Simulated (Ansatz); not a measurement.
SnGe (Pmma), relaxed with PBE (Ansatz, a program for electronic structure, plane waves, PAW): a = 4.400 Å, b = 4.371 Å, c = 12.537 Å, α = β = γ = 90.00°.

ΔH_f (eV/atom): 0.07
B₀ by P(V) fit (GPa): 43.8

### Question
The same phase is relaxed and computed with PBEsol in the same code. What are the cell and these values now?

### Answer
a = 4.328 Å, b = 4.302 Å, c = 12.314 Å, α = β = γ = 90.00°.

- ΔH_f (eV/atom) = 0.08
- B₀ by P(V) fit (GPa) = 50.9

Typed or built starts, not in the databases checked: SnGe, Pmma (Ge on 2e, Ge on 2f, Sn on 2e, Sn on 2f). All cells were relaxed under the symmetry of their starts (and spin orders); stability against distortions was not tested throughout. Spin–orbit coupling is left out wherever it is not named.

Potentials: the later of the program's two PAW sets.

Ansatz is a plane-wave DFT program.

Formation energies count from the lowest solids of the elements computed at the same level, not from gases.
